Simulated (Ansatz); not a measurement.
BAs (zinc blende)

```yaml
crystal:
  lattice:
    - [0.00000, 4.80934, 4.80934]
    - [2.40467, 2.40467, 4.80934]
    - [2.40467, 2.40467, 0.00000]
  atoms:
    - { symbol: As, position: [0.00000, 0.75000, 0.75000] }
    - { symbol: As, position: [0.50000, 0.75000, 0.75000] }
    - { symbol: B, position: [0.00000, 0.00000, 0.00000] }
    - { symbol: B, position: [0.50000, 0.00000, 0.00000] }
```

The atoms are displaced by Q × the pattern below (from a DFPT mode at X = (0.5, 0.5, 0.0), largest move 1; Q in Å), at fixed cell. (q is in reciprocal vectors of the primitive cell; the cell shown is doubled to hold the pattern.)

```json
[
 {"atom": "B3", "x": "0.000", "y": "0.000", "z": "1.000"},
 {"atom": "B4", "x": "0.000", "y": "0.000", "z": "-1.000"}
]
```

Atoms not listed stay in place.

Method: PBE (plane waves to 420 eV, PAW, scalar-relativistic; Ansatz, a quantum-chemistry and plane-wave program). k mesh 12×12×12 (Γ-centred), Fermi-Dirac smearing 0.05 eV. BAs was relaxed with its symmetry unable to fall. 

```json
[
 {"Q (Å)": "-0.180", "−dE/dQ from forces (eV/Å)": "7.075"},
 {"Q (Å)": "-0.150", "−dE/dQ from forces (eV/Å)": "5.947"},
 {"Q (Å)": "-0.120", "−dE/dQ from forces (eV/Å)": "4.790"},
 {"Q (Å)": "-0.090", "−dE/dQ from forces (eV/Å)": "3.610"},
 {"Q (Å)": "-0.060", "−dE/dQ from forces (eV/Å)": "2.415"},
 {"Q (Å)": "-0.030", "−dE/dQ from forces (eV/Å)": "1.210"},
 {"Q (Å)": "0.000", "−dE/dQ from forces (eV/Å)": "0.000"},
 {"Q (Å)": "0.030", "−dE/dQ from forces (eV/Å)": "-1.210"},
 {"Q (Å)": "0.060", "−dE/dQ from forces (eV/Å)": "-2.415"},
 {"Q (Å)": "0.090", "−dE/dQ from forces (eV/Å)": "-3.610"},
 {"Q (Å)": "0.120", "−dE/dQ from forces (eV/Å)": "-4.790"},
 {"Q (Å)": "0.150", "−dE/dQ from forces (eV/Å)": "-5.947"},
 {"Q (Å)": "0.180", "−dE/dQ from forces (eV/Å)": "-7.075"}
]
```

### Question
What harmonic wavenumber does the curvature at Q = 0 give?

### Answer
713 cm⁻¹. E″ = 40.37 eV/Å², M = Σ mᵢ|uᵢ|² = 21.6 u, ν̃ = 521.5·√(|E″|/M).

(A displaced cell: forces are minus the slopes of the energy, force constants its curvatures, and phonons follow from these.)
